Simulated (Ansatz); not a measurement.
ScOF:
```yaml
crystal:
  lattice:
    - [5.19441, 0.00000, 0.00000]
    - [0.00000, 5.03953, 0.00000]
    - [0.00000, 0.00000, 5.13983]
  atoms:
    - { symbol: Sc, position: [0.02442, 0.30443, 0.24196] }
    - { symbol: Sc, position: [0.97558, 0.69557, 0.74196] }
    - { symbol: Sc, position: [0.52442, 0.69557, 0.24196] }
    - { symbol: Sc, position: [0.47558, 0.30443, 0.74196] }
    - { symbol: F, position: [0.36749, 0.06272, 0.12643] }
    - { symbol: F, position: [0.63251, 0.93728, 0.62643] }
    - { symbol: F, position: [0.86749, 0.93728, 0.12643] }
    - { symbol: F, position: [0.13251, 0.06272, 0.62643] }
    - { symbol: O, position: [0.24397, 0.53587, 0.98761] }
    - { symbol: O, position: [0.75603, 0.46413, 0.48761] }
    - { symbol: O, position: [0.74397, 0.46413, 0.98761] }
    - { symbol: O, position: [0.25603, 0.53587, 0.48761] }
```

Relaxed with r²SCAN.

Question: Map the electron localisation function on the plane through (0.244, 0.536, 0.988) spanned by u = [0, 0, 1] and v = [1, 1, 0] in lattice vectors, from the program Ansatz at the r²SCAN level (PAW).

Answer: x is the fraction of u, y of v (the angle between them is 90°; rows are the nearest grid lines); atoms in the plane: Sc at (0.25, 0.77), F at (0.64, 0.39), O at (0.00, 0.00), O at (0.50, 0.01).
```
|:+%@@+..+@@%+:+%@@+..+@@%+:|
|%@@@#:  :*@@@@@@@%=..=%@@@%|
|@@@#-.  .:*@@@@@%*:  -#%@@@|
|*=.:=#%%#+:.:===:.   .:+***|
|: .=#%##%%+.  .       .::-:|
|  -##=  -##=               |
|  -#%+..=%%=               |
|   -#%%%%%+.               |
|      ...                  |
| .::..                     |
|-+##%#*=.      .....     .-|
|=*#%%%#+:    .-+**+=:    .=|
|-+####*-.   =#@@@@@@#+.   -|
|.-++++-:   :*%@@@%@@%*:   .|
|           -#@@%*+%@@#=    |
|           .*@@@%#@@@#=    |
|   .-*###+. .+%@@@@%#+.    |
|  .+%%##%%#:  .:-==-.      |
|  .*%%##%@#:               |
|:. :*%%%%*-..:-:.     .:-=:|
|#+:.:+**+-.:+##*+:.  .-+*##|
|@@@#-.  .=%@@@@@@#-  -#@@@@|
|%@@@#:  -#@@@%%@@%=. =%@@@%|
|:+%@@+..+@@%+:+%@@+..+@@%+:|
```
Scale: ten equal steps from 0.009 (start of ' ') to 0.834 (end of '@'), in the order ' .:-=+*#%@'; x runs from 0.000 to 1.00, y from 0.000 (bottom) to 1.00 (top).

The density is the valence pseudo-density with augmentation charge, so density and ELF within about 1 Å of a nucleus are not all-electron values.

Space group Pca2_1. The start of the workflow was typed in or built on a structure type; neither database checked (COD, Materials Project) lists it. Whether it is the stable phase at ambient conditions was not checked. Symmetry was held in the r²SCAN relaxation; whether a distortion lowers the energy is not shown. No spin polarisation was allowed.

Potentials: the earlier of the program's two PAW sets.
